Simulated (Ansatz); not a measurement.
MnCuO2: computed property card

MnCuO$_{2}$:
```
CELL_PARAMETERS angstrom
      2.79869     1.44493     0.00000
     -2.79869     1.44493     0.00000
     -1.39911     0.00000     5.69174
ATOMIC_POSITIONS crystal
  Mn 0.00000 0.00000 0.00000
  Cu 0.50000 0.50000 0.50000
  O  0.59390 0.40610 0.82008
  O  0.40610 0.59390 0.17992
```
The run is spin-polarised; directions of the spins, atom by atom: ↑ 0 0 0.

Space group C2/m (No. 12); conventional cell a = 5.597 Å, b = 2.890 Å, c = 5.861 Å, α = γ = 90.00°, β = 103.81°.

Method: DFT-r²SCAN in the program Ansatz with PAW potentials. The cell and atoms are relaxed at this level. Other levels are named where they apply.

**Cell and energy**

```json
{
  "volume_per_atom": "11.51 Å³",
  "density": "5.43 g/cm³",
  "Formation energy from the elements (no fitted shifts)": "-1.49 eV/atom"
}
```

**Electronic structure**

```json
{
  "band_gap": "0.27 eV (indirect)",
  "valence_band_maximum": "at Γ",
  "conduction_band_minimum": "on the D2–A line, 46 % of the way from D2 (k = 0.164, 0.164, -0.500 in fractions of the reciprocal vectors) (2 equivalent valleys)",
  "smallest_direct_gap_on_the_standard_path": "1.09 eV",
  "electron_effective_mass": "0.76, 1.0, 1.5 mₑ (principal values)",
  "hole_effective_mass": "0.80, 1.8, 2.5 mₑ (principal values)"
}
```

**Magnetism**

```json
{
  "magnetic_order": "ferromagnetic",
  "net_moment": "1.00 μB per atom"
}
```

**Charges**

```json
{
 "bader_charges": "Mn +1.79, Cu +0.62, O -1.20 e"
}
```

The workflow started from a Materials Project entry (that database holds measured and hypothetical structures alike); the Crystallography Open Database copy checked does not list it. Its standing as an ambient phase is unchecked. The cell was relaxed with r²SCAN under the symmetry of its start; whether a distortion lowers the energy is not shown. Magnetic state: ferromagnetic, the only order run, not a proven ground state. Other orbital occupations within this spin state were not tried. No Hubbard U is applied. The references are the lowest solids computed at this level, not always the standard phases (solids in place of the gases). The manganese reference at this level is a Cmcm phase, not α-Mn.

Potentials: the later of the program's two PAW sets.
